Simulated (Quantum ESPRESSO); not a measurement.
# Planted mistakes on one cell of Mo3WSe5S3

Calculated results; nothing here was measured. They come from pw.x of Quantum ESPRESSO 7.5, a plane-wave density functional program, with PseudoDojo standard norm-conserving files (v0.5 for PBE, v0.4.1 for LDA and PBEsol). The cells are made up: elements, strain and atom displacements were drawn at random, and nothing was relaxed. There is no spin polarisation, spin-orbit coupling or dispersion term.

The cell has 12 sites of a 2H layered lattice (rectangular cell). Sites 1 to 4 hold Mo Mo Mo W; sites 5 to 12 hold Se Se Se S S Se Se S. Cell vectors in Å: (3.235, 0.000, 0.000); (0.000, 5.603, 0.000); (0.000, 0.000, 12.906). Settings: PBE, cutoff 1170 eV, 7 x 4 x 2 k mesh shifted by half a step, Fermi-Dirac smearing of 0.025 eV.

The intended run has a self-consistency threshold of 1e-07 eV, a smearing term of 0.000 eV, a pressure of 6.53 GPa and 21 iterations. Each further run changes one thing: all lengths scaled by 1.0144; atoms of sites 1 and 4 exchanged; cutoff 865 eV; files of PBEsol; k mesh 2 x 2 x 2; one electron added; threshold 0.6 eV. A coarse mesh keeps the shift, and a charged cell sits in a uniform background.

| run | change of free energy (eV) | smearing term -TS (eV) | change of P (GPa) | largest change of a force component (eV/Å) | iterations |
| --- | --- | --- | --- | --- | --- |
| A | 13.386 | -0.011 | 12.38 | 0.422 | 21 |
| B | -0.051 | 0.000 | -0.13 | 0.270 | 22 |
| C | 16.048 | 0.000 | -4.90 | 0.359 | 20 |
| D | 0.293 | 0.000 | -0.99 | 0.392 | 7 |
| E | -1.425 | 0.000 | -1.16 | 0.478 | 22 |
| F | -0.218 | 0.000 | -6.02 | 0.914 | 19 |
| G | 2.941 | 0.000 | -22.76 | 0.010 | 20 |

A rerun of the intended cell at 1467 eV and k mesh 9 x 6 x 4 moved values by no more than 0.003 eV in the cell's energy, 0.02 GPa in stress and 0.002 eV/Å in force.

Question: which change belongs to which run?

## Worked reading

Run D has the fewest iterations, as a run stopped early does. Run G has a higher energy and the largest fall in pressure, as too small a basis gives. Run F changes the volume by a factor of 1.0438; minus its pressure change over the logarithm of that factor, 140 GPa, is a rough bulk modulus with clamped atoms. Energies from files of another functional, or of a charged cell, have another zero and say nothing on stability; the pressure of a charged cell rests on the program's zero of potential too.

## Key

```
run                            change
  A                one electron added
  B  atoms of sites 1 and 4 exchanged
  C                   files of PBEsol
  D                  threshold 0.6 eV
  E                  k mesh 2 x 2 x 2
  F      all lengths scaled by 1.0144
  G                     cutoff 865 eV
```